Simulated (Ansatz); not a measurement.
A (100) slab of HfN (Fm-3m (No. 225)), 5 planes, outer planes HfN (top) and HfN (bottom), with 10 atoms (Hf5N5) in a surface cell of A = 10.341 Å², as cut from the bulk:

```yaml
crystal:
  lattice:
    - [3.21578, 0.00000, 0.00000]
    - [0.00000, 3.21578, 0.00000]
    - [0.00000, 0.00000, 24.09559]
  atoms:
    - { symbol: Hf, position: [0.50000, 0.50000, 0.31126] }
    - { symbol: N, position: [0.00000, 0.00000, 0.31126] }
    - { symbol: Hf, position: [0.00000, 0.00000, 0.40563] }
    - { symbol: N, position: [0.50000, 0.50000, 0.40563] }
    - { symbol: Hf, position: [0.50000, 0.50000, 0.50000] }
    - { symbol: N, position: [0.00000, 0.00000, 0.50000] }
    - { symbol: Hf, position: [0.00000, 0.00000, 0.59437] }
    - { symbol: N, position: [0.50000, 0.50000, 0.59437] }
    - { symbol: Hf, position: [0.50000, 0.50000, 0.68874] }
    - { symbol: N, position: [0.00000, 0.00000, 0.68874] }
```

Computed with Ansatz 0.2.0, DFT PBE, scalar-relativistic, plane waves, PAW. Cutoff 420 eV; k points 11×11×1 on the computed 10-atom cell (Γ-centred); Gaussian smearing, width 0.10 eV; no spin polarisation.

Against the same 10 atoms in the bulk, the slab as cut lies 2.179 eV higher and the relaxed slab 1.868 eV higher.

Q: Work out the surface energy before and after relaxation.

A: The slab has two faces, so γ = (E_slab − N·E_bulk)/(2A), the mean of both. As cut: 2.179/(2 × 10.341) = 0.1054 eV/Å², and 1 eV/Å² = 16.02 J/m², so γ = 1.69 J/m². Relaxed: 1.868/(2 × 10.341) = 0.0903 eV/Å² = 1.45 J/m². Relaxation recovers 14 % of the cost of cutting.

Q: What is the ideal work of this cut, per area?

A: Griffith's ideal work is 2γ: 3.38 J/m² if the new faces stay rigid, 2.89 J/m² if they relax. One thickness was run, 5 planes, so γ can still shift with it.

Spin polarisation was left out, and a magnetic state may lie lower.